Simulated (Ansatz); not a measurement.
## All-electron card of AlSn

```
CELL_PARAMETERS angstrom
4.19811 0.00000 0.00000
-2.09905 3.63567 0.00000
0.00000 0.00000 3.30685
ATOMIC_POSITIONS crystal
Al 0.00000 0.00000 0.00000
Sn 0.33333 0.66667 0.50000
```

Atom numbers follow the list: Al1, Sn2.

The cell is the one relaxed in the Materials Project (mp-7760), not relaxed further here; entries there can be hypothetical.

Spin–orbit coupling is left out, though it moves levels of the heavy atoms by tenths of an eV or more.

Methods: DFT, PBEsol, all-electron LAPW, scalar-relativistic (Ansatz 0.2.0); DFT, PBEsol, PAW with Ansatz's default frozen-core files, scalar-relativistic (Ansatz 0.2.0).

For LAPW: a Γ-centred 11×11×12 k mesh, Fermi–Dirac smearing of 0.05 eV, basis error target 0.25 meV/atom, no spin polarisation. PAW takes a cutoff of 420 eV at this cell (files made with PBE, cores remade for this functional). The Ansatz runs share mesh, smearing and spin set-up. Values come from LAPW unless marked.

```
Pressure at this cell                                                                                                  : -2.02 GPa
Band gap                                                                                                               : none: with an odd electron count and no spin polarisation the bands can't all be full, a metal in this set-up (spin order or a larger cell could open a gap)
Stress xx, yy, zz (compression positive)                                                                               : -1.57, -1.57, -2.91 GPa
Density of states at the Fermi level (0.2 eV bin)                                                                      : 0.93 states/eV per cell
Löwdin charges (with 0.06 e of the cell spilling out of the atomic basis, so their sizes and signs hang on that basis) : Al1 -0.01, Sn2 0.07 e
Bader charges (from the PAW run)                                                                                       : Al1 +0.59, Sn2 -0.59 e
Volume per atom                                                                                                        : 25.24 Å³
```
